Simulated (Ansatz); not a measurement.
TeSe₂:
```cif
data_Se2Te
_chemical_formula_sum 'Te1 Se2'
_space_group_name_H-M_alt 'P 1'
_space_group_IT_number 1
_cell_length_a 4.46142
_cell_length_b 4.46142
_cell_length_c 5.37456
_cell_angle_alpha 88.373
_cell_angle_beta 91.627
_cell_angle_gamma 122.398
loop_
_space_group_symop_operation_xyz
  'x, y, z'
loop_
_atom_site_label
_atom_site_type_symbol
_atom_site_fract_x
_atom_site_fract_y
_atom_site_fract_z
_atom_site_occupancy
Te1 Te 0.25732 0.25732 0.50000 1
Se1 Se 0.75708 0.98559 0.83776 1
Se2 Se 0.98559 0.75708 0.16224 1
```

Relaxed with PBE.

Q: Which orbitals make up the states near the band edges in the program Ansatz at the PBE level (PAW)?

A: Top 1 eV of the valence band: Se 4p 56 %, Te 5p 39 %. Bottom 1 eV of the conduction band: Se 4p 55 %, Te 5p 36 %. Projections are on Löwdin-orthogonalised atomic valence shells; empty p or d shells of many metals are not among them.

Q: Tabulate the density of states.

A: States/eV per cell of 3 atoms, in 0.25 eV bins, energy from the valence-band maximum.

| E (eV) | total | Se 4p | Te 5p | Se 4s |
|---|---|---|---|---|
| -7.87 | 0.00 | 0.00 | 0.00 | 0.00 |
| -7.62 | 0.00 | 0.00 | 0.00 | 0.00 |
| -7.37 | 0.00 | 0.00 | 0.00 | 0.00 |
| -7.12 | 0.00 | 0.00 | 0.00 | 0.00 |
| -6.87 | 0.00 | 0.00 | 0.00 | 0.00 |
| -6.62 | 0.00 | 0.00 | 0.00 | 0.00 |
| -6.37 | 0.00 | 0.00 | 0.00 | 0.00 |
| -6.12 | 0.00 | 0.00 | 0.00 | 0.00 |
| -5.87 | 0.00 | 0.00 | 0.00 | 0.00 |
| -5.62 | 0.02 | 0.01 | 0.01 | 0.00 |
| -5.37 | 0.74 | 0.50 | 0.23 | 0.01 |
| -5.12 | 1.73 | 1.16 | 0.53 | 0.02 |
| -4.87 | 2.81 | 1.91 | 0.83 | 0.03 |
| -4.62 | 3.20 | 2.21 | 0.89 | 0.05 |
| -4.37 | 3.75 | 2.58 | 1.03 | 0.08 |
| -4.12 | 2.26 | 1.55 | 0.58 | 0.07 |
| -3.87 | 1.81 | 1.24 | 0.46 | 0.07 |
| -3.62 | 1.75 | 1.18 | 0.45 | 0.07 |
| -3.37 | 3.35 | 2.19 | 0.95 | 0.12 |
| -3.12 | 2.19 | 1.44 | 0.60 | 0.08 |
| -2.87 | 0.71 | 0.45 | 0.22 | 0.02 |
| -2.62 | 1.00 | 0.64 | 0.29 | 0.04 |
| -2.37 | 1.22 | 0.80 | 0.35 | 0.04 |
| -2.12 | 1.72 | 1.16 | 0.46 | 0.05 |
| -1.87 | 2.82 | 1.97 | 0.70 | 0.06 |
| -1.62 | 3.40 | 2.39 | 0.83 | 0.06 |
| -1.37 | 3.63 | 2.41 | 1.05 | 0.06 |
| -1.12 | 2.54 | 1.56 | 0.84 | 0.05 |
| -0.87 | 3.04 | 1.65 | 1.24 | 0.05 |
| -0.62 | 2.52 | 1.38 | 1.02 | 0.04 |
| -0.37 | 1.33 | 0.82 | 0.44 | 0.03 |
| -0.12 | 0.44 | 0.27 | 0.15 | 0.01 |
| 0.13 | 0.00 | 0.00 | 0.00 | 0.00 |
| 0.38 | 0.00 | 0.00 | 0.00 | 0.00 |
| 0.63 | 0.00 | 0.00 | 0.00 | 0.00 |
| 0.88 | 0.23 | 0.12 | 0.08 | 0.01 |
| 1.13 | 2.04 | 1.18 | 0.66 | 0.10 |
| 1.38 | 3.64 | 1.96 | 1.33 | 0.14 |
| 1.63 | 2.96 | 1.58 | 1.11 | 0.09 |
| 1.88 | 2.63 | 1.45 | 0.97 | 0.05 |
| 2.13 | 3.37 | 1.88 | 1.24 | 0.05 |
| 2.38 | 3.34 | 1.90 | 1.21 | 0.04 |
| 2.63 | 2.43 | 1.45 | 0.82 | 0.03 |
| 2.88 | 1.49 | 0.90 | 0.49 | 0.02 |
| 3.13 | 1.05 | 0.64 | 0.35 | 0.01 |
| 3.38 | 0.64 | 0.40 | 0.21 | 0.01 |
| 3.63 | 0.16 | 0.11 | 0.04 | 0.00 |
| 3.88 | 0.01 | 0.01 | 0.00 | 0.00 |
| 4.13 | 0.00 | 0.00 | 0.00 | 0.00 |
| 4.38 | 0.00 | 0.00 | 0.00 | 0.00 |
| 4.63 | 0.25 | 0.01 | 0.00 | 0.00 |
| 4.88 | 0.60 | 0.02 | 0.01 | 0.00 |
| 5.13 | 1.07 | 0.04 | 0.02 | 0.00 |
| 5.38 | 2.21 | 0.07 | 0.04 | 0.00 |

Space group C2. The first step of the workflow began from a Materials Project structure, measured or hypothetical; the Crystallography Open Database copy checked does not list it. Whether it is the stable phase at ambient conditions was not checked. The PBE relaxation kept the symmetry of its start; whether a distortion lowers the energy is not shown. A crystal of weakly bound chains computed without a dispersion correction: the cell and the soft elastic constants depend strongly on that. Scalar-relativistic: spin–orbit coupling is off unless named, which matters more the heavier the elements.

Potentials: the earlier of the program's two PAW sets.
